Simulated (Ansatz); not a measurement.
The start is a relaxed Al cell, doubled along one cell vector, shaken by Gaussian noise of σ = 0.08 Å a coordinate. Cell shape, volume and atoms are optimised at zero target pressure with PBE (plane waves to 420 eV, PAW, scalar-relativistic; Ansatz, a program for electronic structure). The first steps use a coarse 8×8×6 k-mesh.

The start:
```
CELL_PARAMETERS angstrom
      4.61885     0.00000     0.00000
     -2.30943     4.00004     0.00000
      0.00000     0.00000     5.56932
ATOMIC_POSITIONS crystal
  Al 0.02300 0.00945 0.01480
  Al 0.01542 0.97259 0.48216
  Al 0.33874 0.65683 0.25627
  Al 0.31049 0.67440 0.74133
  Al 0.65523 0.33366 0.28114
  Al 0.67552 0.34092 0.76167
```

**Question.** What is the largest force in the starting geometry, and on which atom (counted from 1)?

**Answer.** 0.99 eV/Å, on Al2 (atoms numbered as listed).

**Question.** How much energy is released per atom?

**Answer.** 0.16 eV/atom.

**Question.** Is the parent structure recovered?

**Answer.** It does not go back: it reaches Fm-3m (No. 225), fcc (Cu type), 0.11 eV/atom below the parent.

**Question.** How do the shortest distances between atoms change?

**Answer.** The closest pairs of elements (up to four, under 3.6 Å), start → end: Al–Al 2.54 → 2.86 Å.

**Question.** Is the relaxed structure metallic? Give its gap.

**Answer.** No gap (metallic).

Final values are on a 23×23×23 k-mesh of the relaxed cell. No spin polarisation in the result.

Of the parent cell (P6/mmm (No. 191)): it is a generated cell of Al: the first start was made by placing the elements on the sites of a structure type, and the end was not matched to a known phase here, so it may be hypothetical. Known forms of Al include space group No. 225.
